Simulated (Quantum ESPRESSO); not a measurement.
**Computed NMR tensors in Li4ClF3 (changed cell)**

```xyz
8
Lattice="4.4395 0.0000 0.0000 0.0000 4.4395 0.0000 0.0000 0.0000 4.4395" Properties=species:S:1:pos:R:3 pbc="T T T"
Li     0.0000     0.0000     0.0000
Cl     2.2198     0.0000     0.0000
Li     0.0000     2.2198     2.2198
F      2.2198     2.2198     2.2198
Li     2.2198     0.0000     2.2198
F      0.0000     0.0000     2.2198
Li     2.2198     2.2198     0.0000
F      0.0000     2.2198     0.0000
```
The cell was made here from a computed Materials Project entry: one of 4 F replaced by Cl, cell and atoms relaxed (PBE without dispersion, pw.x of a modified build of Quantum ESPRESSO, symmetry kept). The parent is LiF in Fm-3m. The swapped cell is a model, not a known phase. Stability against distortions was not tested.

These are absolute shieldings with no macroscopic susceptibility term; δ = σ_ref − σ needs a reference computed alike. By our sweeps, such settings leave a few ppm in absolute σ. No d partial waves on Cl: the paramagnetic term there is incompletely reconstructed. Static lattice: thermal averaging is not included.

Ω = σ33 − σ11 of the symmetric part; where symmetry doesn't make it nil, it is less certain than σ_iso.

What do the calculations give at each independent site (shieldings by PBE GIPAW on JTH datasets (Quantum ESPRESSO), 25 Ha, k-mesh 4×4×4 shifted, f-sum rule met within 0.004 %)?


| site | site symmetry | σ_iso (ppm) | span Ω (ppm) |
|---|---|---|---|
| Li1 (atoms 1, 5, 7) | 4/mmm | 81 | 12 |
| Cl (atom 2) | m-3m | 949 | 0 |
| Li2 (atom 3) | m-3m | 83 | 0 |
| F (atoms 4, 6, 8) | 4/mmm | 343 | 19 |
